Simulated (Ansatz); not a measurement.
The relaxed structure here is a generated cell of Cd: the first start was made by a random draw of sites in a space group, and the end was not matched to a known phase here, so it may be hypothetical. Known forms of Cd include space group No. 194.

A relaxed cell of Cd (Pm-3m (No. 221)), relaxed on a k-mesh at least as fine as the one used below. Calculation: r2SCAN (plane waves to 500 eV, PAW, scalar-relativistic; Ansatz, an electronic-structure program). Γ-centred k-mesh 6×11×11 on the run's cell (coarser than for final values), Fermi–Dirac smearing 0.05 eV.

```
Cd
1.0
    5.88998     0.00000     0.00000
    0.00000     2.94499     0.00000
    0.00000     0.00000     2.94499
Cd
2
Cartesian
  0.00000   0.00000   0.00000
  2.94499   0.00000   0.00000
```

The atoms are displaced by (Å):

```tsv
atom	ux	uy	uz
Cd1	-0.088	-0.130	-0.075
Cd2	0.082	0.026	-0.127
```

Problem. What forces (eV/Å) and pressure result?

Solution. 
```tsv
atom	Fx	Fy	Fz
Cd1	0.57	-0.03	0.01
Cd2	-0.57	0.03	-0.01
```

Pressure +0.6 GPa.

The undisplaced cell is probably no minimum: from this displacement the run went on to Fmmm (No. 69) at a tolerance of 0.01 Å, I4/mmm (No. 139) at 0.1 Å, 0.15 eV/atom below it.

No spin polarisation in the result.
